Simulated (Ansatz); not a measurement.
Zn3CdSe4:
```xyz
8
Lattice="5.7823 0.0000 0.0000 0.0000 5.7823 0.0000 0.0000 0.0000 5.7823" Properties=species:S:1:pos:R:3 pbc="T T T"
Zn     0.0000     2.8911     2.8911
Zn     2.8911     0.0000     2.8911
Zn     2.8911     2.8911     0.0000
Cd     0.0000     0.0000     0.0000
Se     4.2703     4.2703     1.5119
Se     4.2703     1.5119     4.2703
Se     1.5119     1.5119     1.5119
Se     1.5119     4.2703     4.2703
```

Relaxed with r²SCAN. Special points in fractions of this cell's reciprocal vectors: Γ (0.000, 0.000, 0.000); X (0.000, 0.500, 0.000); M (0.500, 0.500, 0.000); R (0.500, 0.500, 0.500).

Problem. List the band energies nearest the valence-band maximum at these points for r²SCAN in the plane-wave PAW code Ansatz.

Solution. In eV from the valence-band maximum; about four levels below and three above (degenerate sets whole), none deeper than 8.9 eV; points with the same levels are listed once.

```csv
k,below,above
Γ,-2.08 -2.08 -2.08 0.00 0.00 0.00,1.58 3.42 3.42 3.42
X,-1.32 -1.32 -1.00 -1.00,4.06 4.23 4.51
M,-1.18 -0.82 -0.73 -0.73,4.34 4.34 4.51
R,-0.88 -0.88 -0.88 -0.64 -0.64 -0.64,2.91 2.91 2.91
```

Space group P-43m. The first step of the workflow began from a Materials Project structure, measured or hypothetical; the Crystallography Open Database copy checked does not list it. With Zn and Cd taken as one species the cell has the higher symmetry F-43m, so it may be an ordered model of a mixed-site phase. Its standing as an ambient phase is unchecked. The cell was relaxed with r²SCAN under the symmetry of its start; its stability against distortions is not shown here. Scalar-relativistic: spin–orbit coupling is off unless named, which matters more the heavier the elements.

Potentials: the later of the program's two PAW sets.
